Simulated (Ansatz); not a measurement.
Input and command of a plane-wave DFT calculation in Ansatz:

```yaml
crystal:
  lattice:
    - [6.969714, -0.092554, -0.087231]
    - [-0.108084, 7.611591, -0.18533]
    - [-0.079218, -0.164833, 7.000761]
  atoms:
    - { symbol: Li, position: [0.6118265446, 0.1022000119, 0.4112491721] }
    - { symbol: Li, position: [0.9736898523, 0.1974817165, 0.885649238] }
    - { symbol: Li, position: [0.9115074975, 0.4210382772, 0.3206307732] }
    - { symbol: Li, position: [0.3884548623, 0.5874233535, 0.1535573469] }
    - { symbol: Li, position: [0.4708866249, 0.9334988995, 0.913612385] }
    - { symbol: Li, position: [0.9240659217, 0.6863918265, 0.8249857141] }
    - { symbol: Li, position: [0.4581963949, 0.4034134892, 0.666490041] }
    - { symbol: Cl, position: [0.1496680531, 0.9344672827, 0.8184733942] }
    - { symbol: Cl, position: [0.8748923502, 0.07497938, 0.2097660044] }
    - { symbol: Cl, position: [0.0762928046, 0.482740797, 0.0325942721] }
    - { symbol: Cl, position: [0.3698378959, 0.8985500547, 0.2941761447] }
    - { symbol: Cl, position: [0.1270637976, 0.2845846615, 0.565462944] }
    - { symbol: Cl, position: [0.5764107747, 0.6429067218, 0.8803915165] }
    - { symbol: Cl, position: [0.9092279745, 0.7153035672, 0.4811929146] }
    - { symbol: Cl, position: [0.5598673411, 0.4024874588, 0.3475859665] }
    - { symbol: Cl, position: [0.6420630097, 0.1495235521, 0.753580032] }
    - { symbol: Zn, position: [0.090609471, 0.9757066023, 0.4553423261] }
basis:
  ecutwfc: 420
kpoints:
  mp_grid: { grid: [3, 3, 3] }
hamiltonian:
  xc: pbe
scf:
  occupations: { method: gaussian, width: 0.02 }
  n_extra_bands: 8
output:
  forces: true
  stress: true
  eigenvalues: true
  populations: true
  dos:
    method: { smearing: { sigma: 0.1, scheme: gaussian } }
    projected: true
    de: 0.02
  write_density: true
  write_potential: true
  elf: true
  volumetric_format: npy
```

```bash
ansatz run input.yaml --threads 2 --pin off --max-ram 5120MiB --backend cpu --events-out ev --progress --plain --runs-dir out
```

Processor: Arm Neoverse V1, 2 threads, on a host shared with other jobs.

**Question.** Estimate time, memory and problem size.

**Answer.** About 25 s on 2 threads of Arm Neoverse V1, on a shared host, peak memory 0.65 GiB. It solves 56 bands at 14 k points (the mesh reduced by the symmetry that the task leaves, which can be less than the crystal's) with about 7261 plane waves, in 7 SCF iterations.
